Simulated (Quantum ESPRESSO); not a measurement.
# LiNb3WAlMg2: one run as intended and one with a planted mistake

Computed values, not a measurement. The program is pw.x of Quantum ESPRESSO 7.5 (plane-wave density functional theory). The cell is made up: eight metal atoms on a face-centred cubic lattice, with elements, volume, strain and displacements drawn at random and not relaxed, so it may be unstable or far from any real phase. PseudoDojo standard norm-conserving files set the functional (PBE unless stated); there is no spin polarisation or spin-orbit coupling, the Fermi-Dirac width of 0.25 eV means electrons at about 2900 K, and the masses in the input are unused placeholders. Heavy elements are run without spin-orbit coupling, which real alloys of them have. A spin test at this wide smearing found no moment, but such smearing suppresses magnetism that the real alloy may have.

Intended input:

```
&control calculation='scf', pseudo_dir='./dojo.nc.sr.pbe.v0_5.standard.upf', outdir='./o', disk_io='minimal', tprnfor=.true., tstress=.true. /
&system ibrav=0, nat=8, ntyp=5, nbnd=53, ecutwfc=84.00895049, nosym=.true., tot_charge=0,
 occupations='smearing', smearing='fd', degauss=0.0183746611
/
&electrons conv_thr=1.470e-08, electron_maxstep=70, mixing_beta=0.5 /
ATOMIC_SPECIES
Al 1.0 Al.upf
Li 1.0 Li.upf
Mg 1.0 Mg.upf
Nb 1.0 Nb.upf
W 1.0 W.upf
CELL_PARAMETERS angstrom
0.0 2.0716 2.0716
0.0 4.1433 -4.1433
-8.2866 -2.0716 2.0716
ATOMIC_POSITIONS angstrom
Li 0.0392 -0.0739 -0.087
Nb -4.1657 -0.0668 0.0683
W -0.015 2.015 -2.017
Nb -4.0624 2.1369 -2.2363
Nb -6.1803 -0.1 1.9632
Al -1.9717 2.0823 0.041
Mg -6.2694 2.0253 0.0004
Mg -2.139 4.1625 -2.0351
K_POINTS automatic
8 4 3 1 1 1
```

The log is shortened where brackets say so; the opening notice, blank lines, dates and the lines on written files are dropped, and the path of the files is cut. It prints rydbergs, bohrs and kilobars, and counts compression as positive stress. Its total energy is the free energy E - TS of the whole cell.

Log of the intended run:

```
     Program PWSCF v.7.5
     Parallel version (MPI & OpenMP), running on       4 processor cores
     Number of MPI processes:                 4
     Threads/MPI process:                     1
     [start-up lines left out]
     bravais-lattice index     =            0
     lattice parameter (alat)  =       5.5363  a.u.
     unit-cell volume          =     959.9647 (a.u.)^3
     number of atoms/cell      =            8
     number of atomic types    =            5
     number of electrons       =        79.00
     number of Kohn-Sham states=           53
     kinetic-energy cutoff     =      84.0090  Ry
     charge density cutoff     =     336.0358  Ry
     scf convergence threshold =      1.5E-08
     mixing beta               =       0.5000
     number of iterations used =            8  plain     mixing
     Exchange-correlation= PBE
                           (   1   4   3   4   0   0   0)
     [axes and pseudopotential details left out]
   Cartesian axes
     site n.     atom                  positions (alat units)
         1        Li     tau(   1) = (   0.0133803  -0.0252246  -0.0296960  )
         2        Nb     tau(   2) = (  -1.4218936  -0.0228011   0.0233131  )
         3        W      tau(   3) = (  -0.0051200   0.6877873  -0.6884700  )
         4        Nb     tau(   4) = (  -1.3866338   0.7293959  -0.7633244  )
         5        Nb     tau(   5) = (  -2.1095443  -0.0341334   0.6701062  )
         6        Al     tau(   6) = (  -0.6730075   0.7107591   0.0139947  )
         7        Mg     tau(   7) = (  -2.1399572   0.6913030   0.0001365  )
         8        Mg     tau(   8) = (  -0.7301127   1.4208013  -0.6946481  )
     number of k points=    48  Fermi-Dirac smearing, width (Ry)=  0.0184
                       cart. coord. in units 2pi/alat
        k(    1) = (  -0.0810202   0.0883873   0.0000011), wk =   0.0416667
        k(    2) = (   0.1546764   0.0883873   0.0000011), wk =   0.0416667
     [further k points left out]
     Dense  grid:    99807 G-vectors     FFT dimensions: (  36,  72, 100)
     Estimated max dynamical RAM per process >     285.74 MB
     Estimated total dynamical RAM >       1.04 GB
     Initial potential from superposition of free atoms
     starting charge      78.9839, renormalised to      79.0000
     Starting wfcs are   56 randomized atomic wfcs
     total cpu time spent up to now is        3.8 secs
     per-process dynamical memory:   216.8 Mb
     Self-consistent Calculation
     iteration #  1     ecut=    84.01 Ry     beta= 0.50
     Davidson diagonalization with overlap
     ethr =  1.00E-02,  avg # of iterations =  4.8
     total cpu time spent up to now is       12.2 secs
     total energy              =    -781.55691685 Ry
     estimated scf accuracy    <       0.79551496 Ry
     iteration #  2     ecut=    84.01 Ry     beta= 0.50
     Davidson diagonalization with overlap
     ethr =  1.01E-03,  avg # of iterations =  6.0
     total cpu time spent up to now is       20.7 secs
     total energy              =    -780.32994583 Ry
     estimated scf accuracy    <      27.86723405 Ry
     [iterations 3 to 13 left out]
     iteration # 14     ecut=    84.01 Ry     beta= 0.50
     Davidson diagonalization with overlap
     ethr =  6.48E-11,  avg # of iterations =  2.0
     total cpu time spent up to now is       96.1 secs
     total energy              =    -781.91299683 Ry
     estimated scf accuracy    <       0.00000031 Ry
     iteration # 15     ecut=    84.01 Ry     beta= 0.50
     Davidson diagonalization with overlap
     ethr =  6.48E-11,  avg # of iterations =  2.0
     total cpu time spent up to now is      101.7 secs
     End of self-consistent calculation
     [lines on levels left out]
!    total energy              =    -781.91299684 Ry
     estimated scf accuracy    <       0.00000001 Ry
     smearing contrib. (-TS)   =      -0.09546671 Ry
     internal energy E=F+TS    =    -781.81753013 Ry
     The total energy is F=E-TS. E is the sum of the following terms:
     one-electron contribution =    -367.50338376 Ry
     hartree contribution      =     202.64886858 Ry
     xc contribution           =    -148.74096001 Ry
     ewald contribution        =    -468.22205494 Ry
     convergence has been achieved in  15 iterations
     Forces acting on atoms (cartesian axes, Ry/au):
     atom    1 type  2   force =    -0.01185958   -0.00323238    0.00744209
     atom    2 type  4   force =     0.03446736    0.04753821   -0.03458057
     atom    3 type  5   force =    -0.00609614   -0.01862233    0.02357750
     atom    4 type  4   force =    -0.02748657   -0.04830670    0.06076668
     atom    5 type  4   force =    -0.05104198    0.00622643   -0.01338418
     atom    6 type  1   force =    -0.00957269    0.00794853   -0.02020524
     atom    7 type  3   force =    -0.00608187    0.01192169   -0.00810046
     atom    8 type  3   force =     0.07767147   -0.00347345   -0.01551582
     Total force =     0.149961     Total SCF correction =     0.000470
     Computing stress (Cartesian axis) and pressure
          total   stress  (Ry/bohr**3)                   (kbar)     P=       19.70
   0.00025426   0.00003575  -0.00006525           37.40        5.26       -9.60
   0.00003575   0.00010786  -0.00022194            5.26       15.87      -32.65
  -0.00006525  -0.00022194   0.00003973           -9.60      -32.65        5.84
     init_run     :      3.61s CPU      3.74s WALL (       1 calls)
     electrons    :     97.44s CPU     97.88s WALL (       1 calls)
     forces       :      0.97s CPU      0.99s WALL (       1 calls)
     stress       :      3.61s CPU      3.61s WALL (       1 calls)
     [timing details left out]
     PWSCF        :   1m45.73s CPU   1m46.34s WALL
     JOB DONE.
```

A second run has one planted mistake: one coordinate of one atom is wrong. The input lines that differ:

```
- Mg -6.2694 2.0253 0.0004
+ Mg -6.2694 2.1153 0.0004
```

Its log:

```
     Program PWSCF v.7.5
     Parallel version (MPI & OpenMP), running on       4 processor cores
     Number of MPI processes:                 4
     Threads/MPI process:                     1
     [start-up lines left out]
     bravais-lattice index     =            0
     lattice parameter (alat)  =       5.5363  a.u.
     unit-cell volume          =     959.9647 (a.u.)^3
     number of atoms/cell      =            8
     number of atomic types    =            5
     number of electrons       =        79.00
     number of Kohn-Sham states=           53
     kinetic-energy cutoff     =      84.0090  Ry
     charge density cutoff     =     336.0358  Ry
     scf convergence threshold =      1.5E-08
     mixing beta               =       0.5000
     number of iterations used =            8  plain     mixing
     Exchange-correlation= PBE
                           (   1   4   3   4   0   0   0)
     [axes and pseudopotential details left out]
   Cartesian axes
     site n.     atom                  positions (alat units)
         1        Li     tau(   1) = (   0.0133803  -0.0252246  -0.0296960  )
         2        Nb     tau(   2) = (  -1.4218936  -0.0228011   0.0233131  )
         3        W      tau(   3) = (  -0.0051200   0.6877873  -0.6884700  )
         4        Nb     tau(   4) = (  -1.3866338   0.7293959  -0.7633244  )
         5        Nb     tau(   5) = (  -2.1095443  -0.0341334   0.6701062  )
         6        Al     tau(   6) = (  -0.6730075   0.7107591   0.0139947  )
         7        Mg     tau(   7) = (  -2.1399572   0.7220231   0.0001365  )
         8        Mg     tau(   8) = (  -0.7301127   1.4208013  -0.6946481  )
     number of k points=    48  Fermi-Dirac smearing, width (Ry)=  0.0184
                       cart. coord. in units 2pi/alat
        k(    1) = (  -0.0810202   0.0883873   0.0000011), wk =   0.0416667
        k(    2) = (   0.1546764   0.0883873   0.0000011), wk =   0.0416667
     [further k points left out]
     Dense  grid:    99807 G-vectors     FFT dimensions: (  36,  72, 100)
     Estimated max dynamical RAM per process >     285.74 MB
     Estimated total dynamical RAM >       1.04 GB
     Initial potential from superposition of free atoms
     starting charge      78.9839, renormalised to      79.0000
     Starting wfcs are   56 randomized atomic wfcs
     total cpu time spent up to now is        3.7 secs
     per-process dynamical memory:   216.8 Mb
     Self-consistent Calculation
     iteration #  1     ecut=    84.01 Ry     beta= 0.50
     Davidson diagonalization with overlap
     ethr =  1.00E-02,  avg # of iterations =  4.8
     Threshold (ethr) on eigenvalues was too large:
     Diagonalizing with lowered threshold
     Davidson diagonalization with overlap
     ethr =  9.85E-04,  avg # of iterations =  1.9
     total cpu time spent up to now is       16.8 secs
     total energy              =    -781.57422035 Ry
     estimated scf accuracy    <       0.80124914 Ry
     iteration #  2     ecut=    84.01 Ry     beta= 0.50
     Davidson diagonalization with overlap
     ethr =  1.01E-03,  avg # of iterations =  5.7
     total cpu time spent up to now is       24.7 secs
     total energy              =    -780.31835123 Ry
     estimated scf accuracy    <      27.56064618 Ry
     [iterations 3 to 15 left out]
     iteration # 16     ecut=    84.01 Ry     beta= 0.50
     Davidson diagonalization with overlap
     ethr =  4.01E-11,  avg # of iterations =  2.0
     total cpu time spent up to now is      105.8 secs
     total energy              =    -781.91351635 Ry
     estimated scf accuracy    <       0.00000005 Ry
     iteration # 17     ecut=    84.01 Ry     beta= 0.50
     Davidson diagonalization with overlap
     ethr =  4.01E-11,  avg # of iterations =  1.0
     total cpu time spent up to now is      110.9 secs
     End of self-consistent calculation
     [lines on levels left out]
!    total energy              =    -781.91351635 Ry
     estimated scf accuracy    <          1.7E-09 Ry
     smearing contrib. (-TS)   =      -0.09555896 Ry
     internal energy E=F+TS    =    -781.81795740 Ry
     The total energy is F=E-TS. E is the sum of the following terms:
     one-electron contribution =    -366.23361628 Ry
     hartree contribution      =     202.00619932 Ry
     xc contribution           =    -148.73457737 Ry
     ewald contribution        =    -468.85596307 Ry
     convergence has been achieved in  17 iterations
     Forces acting on atoms (cartesian axes, Ry/au):
     atom    1 type  2   force =    -0.01368603   -0.00141557    0.00730677
     atom    2 type  4   force =     0.03076868    0.05043886   -0.03468497
     atom    3 type  5   force =    -0.00250548   -0.01515149    0.02299676
     atom    4 type  4   force =    -0.02503755   -0.04602771    0.06083211
     atom    5 type  4   force =    -0.05105204    0.01310758   -0.02176323
     atom    6 type  1   force =    -0.00947992    0.00800936   -0.02010638
     atom    7 type  3   force =    -0.00671771   -0.00552989    0.00099386
     atom    8 type  3   force =     0.07771004   -0.00343114   -0.01557491
     Total force =     0.149423     Total SCF correction =     0.000192
     Computing stress (Cartesian axis) and pressure
          total   stress  (Ry/bohr**3)                   (kbar)     P=       18.13
   0.00024091   0.00003701  -0.00006568           35.44        5.44       -9.66
   0.00003701   0.00008402  -0.00022312            5.44       12.36      -32.82
  -0.00006568  -0.00022312   0.00004474           -9.66      -32.82        6.58
     init_run     :      3.32s CPU      3.55s WALL (       1 calls)
     electrons    :    105.73s CPU    107.31s WALL (       1 calls)
     forces       :      1.05s CPU      1.06s WALL (       1 calls)
     stress       :      3.66s CPU      3.66s WALL (       1 calls)
     [timing details left out]
     PWSCF        :   1m53.87s CPU   1m55.72s WALL
     JOB DONE.
```

|  | intended run | run with the mistake |
| --- | --- | --- |
| free energy (eV) | -10638.468 | -10638.475 |
| entropy term -TS, part of it (eV) | -1.299 | -1.300 |
| pressure (GPa) | 1.97 | 1.81 |
| size of the largest force component (eV/Å) | 1.997 | 1.998 |
| largest change of a force component (eV/Å) |  | 0.449 |
| iterations | 15 | 17 |

For scale, a rerun of the intended cell at a higher cutoff and on a denser mesh moved values by no more than 0.002 eV in energy, 0.04 GPa in stress and 0.012 eV/Å in force, and a second program with other atomic files agreed on that cell to 2 % rms in force and 0.5 GPa in pressure.